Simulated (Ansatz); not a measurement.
Relaxation of a relaxed Si2Ru cell, doubled along one cell vector, shaken by Gaussian noise of σ = 0.08 Å a coordinate; 12 atoms in the cell, which starts as P1 (No. 1), aP12; a = 3.728 Å, b = 6.191 Å, c = 7.457 Å, α = β = γ = 90.00°. Calculation: r2SCAN (plane waves to 500 eV, PAW, scalar-relativistic; Ansatz, a program for electronic structure). Γ-centred k-mesh 6×3×4 on the run's cell (coarser than for final values), Fermi–Dirac smearing 0.05 eV. This is the first round of the run. 

The optimiser's lines from the output (shortened; P is positive under compression):

```
relax step   1: F+E_penalty+E_count = -28675.40288894 eV  Δ(F+E_penalty+E_count) = +0.000e0 eV  max|allowed force component| = 4.937e0 eV/Å  Δτ_max = 0.0000 Å  P = +4.126 GPa  Ω = 172.112 Å³  (11 SCF iters, dr2 threshold 1.00e-7 eV, accepted)
relax step   2: F+E_penalty+E_count = -28676.44928567 eV  Δ(F+E_penalty+E_count) = -1.046e0 eV  max|allowed force component| = 1.548e0 eV/Å  Δτ_max = 0.1965 Å  P = +0.644 GPa  Ω = 172.535 Å³  (11 SCF iters, dr2 threshold 1.20e-6 eV, accepted)
relax step   3: F+E_penalty+E_count = -28676.69250692 eV  Δ(F+E_penalty+E_count) = -2.432e-1 eV  max|allowed force component| = 3.034e-2 eV/Å  Δτ_max = 0.0858 Å  P = +0.388 GPa  Ω = 171.982 Å³  (10 SCF iters, dr2 threshold 1.20e-6 eV, accepted)
relax step   4: F+E_penalty+E_count = -28676.69392791 eV  Δ(F+E_penalty+E_count) = -1.421e-3 eV  max|allowed force component| = 3.147e-3 eV/Å  Δτ_max = 0.0254 Å  P = -0.235 GPa  Ω = 172.483 Å³  (9 SCF iters, dr2 threshold 1.17e-6 eV, accepted)
relax step   5: F+E_penalty+E_count = -28676.69783178 eV  Δ(F+E_penalty+E_count) = -3.904e-3 eV  max|allowed force component| = 1.726e-2 eV/Å  Δτ_max = 0.0027 Å  P = -0.114 GPa  Ω = 172.418 Å³  (6 SCF iters, dr2 threshold 1.20e-6 eV, accepted)
relax step   6: F+E_penalty+E_count = -28676.69903788 eV  Δ(F+E_penalty+E_count) = -1.206e-3 eV  max|allowed force component| = 2.479e-3 eV/Å  Δτ_max = 0.0094 Å  P = +0.036 GPa  Ω = 172.304 Å³  (9 SCF iters, dr2 threshold 3.01e-7 eV, accepted)
relax step   7: F+E_penalty+E_count = -28676.69928674 eV  Δ(F+E_penalty+E_count) = -2.489e-4 eV  max|allowed force component| = 1.236e-3 eV/Å  Δτ_max = 0.0075 Å  P = -0.002 GPa  Ω = 172.343 Å³  (9 SCF iters, dr2 threshold 2.93e-8 eV, accepted)
relax step   8: F+E_penalty+E_count = -28676.69935906 eV  Δ(F+E_penalty+E_count) = -7.232e-5 eV  max|allowed force component| = 1.214e-3 eV/Å  Δτ_max = 0.0000 Å  P = -0.002 GPa  Ω = 172.343 Å³  stress off target by 1.60e-2 GPa  SCF on the basis re-selected at this cell (its energy is not comparable with the rows above)  (7 SCF iters)
```

From the first to the last row the energy changes by -0.11 eV/atom and the volume by +0.1 %. The last row is marked as not comparable with the walk above it, whose basis was carried along; it does compare with step 1, since both stand on a basis selected at the nominal cutoff for their own cell.

Later rounds, restarted from the end of this one on a renewed k-mesh, logged 4 more steps and released under 0.01 eV/atom more. The final structure after all rounds: P4₂/mmc (No. 131), tP6; a = b = 3.728 Å, c = 6.194 Å, α = β = γ = 90.00°. No spin polarisation in the result.

The relaxed structure here is a generated cell of Si2Ru: the first start was made by a random draw of sites in a space group, and the end was not matched to a known phase here, so it may be hypothetical.
